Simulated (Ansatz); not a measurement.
An Ansatz (a first-principles code) input:

Ansatz 0.2 input:
```yaml
crystal:
  lattice:
    - [2.7563581325, 1.5913841098, 4.8446901377]
    - [-2.7563581325, 1.5913841098, 4.8446901377]
    - [0.0, -3.1827682195, 4.8446901377]
  atoms:
    - { symbol: In, position: [0.1425548118, 0.1425548118, 0.1425548118] }
    - { symbol: In, position: [0.8574451882, 0.8574451882, 0.8574451882] }
    - { symbol: In, position: [0.3574451882, 0.3574451882, 0.3574451882] }
    - { symbol: In, position: [0.6425548118, 0.6425548118, 0.6425548118] }
    - { symbol: O, position: [0.5457981321, 0.25, 0.9542018679] }
    - { symbol: O, position: [0.4542018679, 0.75, 0.0457981321] }
    - { symbol: O, position: [0.9542018679, 0.5457981321, 0.25] }
    - { symbol: O, position: [0.0457981321, 0.4542018679, 0.75] }
    - { symbol: O, position: [0.25, 0.9542018679, 0.5457981321] }
    - { symbol: O, position: [0.75, 0.0457981321, 0.4542018679] }
kpoints:
  mp_grid: { grid: [5, 5, 5] }
  band_path:
    path:
      - [[0.0, 0.0, 0.0], [0.5, 0.5, 0.5], [0.7614005665, 0.2385994335, 0.5]]  # Γ-T-H_2
      - [[0.5, -0.2385994335, 0.2385994335], [0.5, 0.0, 0.0], [0.0, 0.0, 0.0], [0.3692997167, -0.3692997167, 0.0]]  # H_0-L-Γ-S_0
      - [[0.6307002833, 0.0, 0.3692997167], [0.5, 0.0, 0.5], [0.0, 0.0, 0.0]]  # S_2-F-Γ
      - [VBM, CBM]
    npoints: 10
basis: { xc_grid: 2 }
hamiltonian:
  xc: pbesol
  pseudopotentials: { azcp: { folder: ./paw }, kind: paw_fr }
magnetization: { noncollinear: true, spin_orbit: true }
scf:
  n_extra_bands: 20
  convergence: { dr2_threshold: 0.0000000001 }
  occupations: { method: gaussian, width: 0.01 }
checkpoint: { write: soc.run }
output: { eigenvalues: true }
```

Problem. How many symmetry operations and irreducible k-points will the run report?

Solution. 12 operations, 19 of 125 k-points.

Problem. With a cutoff of 420 eV, how many plane waves at Γ?

Solution. 2489.

It took roughly 7 core-minutes on shared server cores.

Space group R-3c (corundum). The first step of the workflow began from a Materials Project structure, measured or hypothetical; the Crystallography Open Database files this formula in space group No. 167, but the cells were not matched. It is not the phase usual at ambient conditions (space group No. 206). The cell was relaxed with PBEsol under the symmetry of its start; whether a distortion lowers the energy is not shown.

Potentials: the earlier of the program's two PAW sets.

Ansatz is a plane-wave DFT program.
